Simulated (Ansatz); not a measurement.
The cell is Ga4As3P, ordered on the wurtzite lattice (Pm) with 8 atoms a cell; cell and atoms were relaxed with r2SCAN. The symmetry is Pm (No. 6, monoclinic); a = 6.522 Å, b = 3.957 Å, c = 6.848 Å, β = 90.0° in the conventional setting, 22.09 Å³ an atom. P has 4 Ga at 2.37–2.39 Å; As has 4 Ga at 2.45–2.46 Å; As has 4 Ga at 2.43–2.47 Å; As has 4 Ga at 2.43–2.46 Å; Ga has 1 P at 2.38 Å and 3 As at 2.44 Å; Ga has 4 As at 2.43–2.45 Å; Ga has 2 P at 2.39 Å and 2 As at 2.46–2.47 Å; Ga has 1 P at 2.37 Å and 3 As at 2.45–2.46 Å.

```
P As Ga
1.0
     6.52164    0.00000   -0.00013
     0.00000    3.95725    0.00000
    -0.00014    0.00000    6.84779
P As Ga
1 3 4
Direct
  0.99931 0.00000 0.33255
  0.00139 0.50000 0.83379
  0.49985 0.50000 0.16947
  0.50182 0.00000 0.66426
  0.36430 0.00000 0.33333
  0.37726 0.50000 0.83360
  0.87782 0.50000 0.17362
  0.87825 0.00000 0.65940
```

The questions ask for values computed with Ansatz 0.2.0 on this geometry. Values at 0 K without nuclear motion; no magnetic order is allowed, and the phase may be a hypothetical one.

**Question.** Is there a gap with PBE, and of what kind?

**Answer.** The PBE gap is direct at Γ: 0.73 eV.

**Question.** Estimate the gap with PBE+SOC on 4×6×4.

**Answer.** The PBE+SOC gap is direct at Γ: 0.65 eV. The gap differs by -0.08 eV from PBE's.

**Question.** Estimate the gap with r2SCAN on 4×6×4.

**Answer.** With r2SCAN the gap is 1.17 eV and direct, at Γ. The gap differs by +0.44 eV from PBE's.

**Question.** Estimate the gap with HSE06 on 2×4×2.

**Answer.** The HSE06 gap is direct at Γ: 1.56 eV. The gap differs by +0.83 eV from PBE's.

**Question.** Estimate the gap with PBE0 on 2×4×2.

**Answer.** PBE0 gives a direct gap of 2.22 eV at Γ. The gap differs by +1.49 eV from PBE's.

Only the levels marked +SOC include spin-orbit coupling.

The meshes of the hybrids are coarse, so their gaps aren't converged to the digits shown.
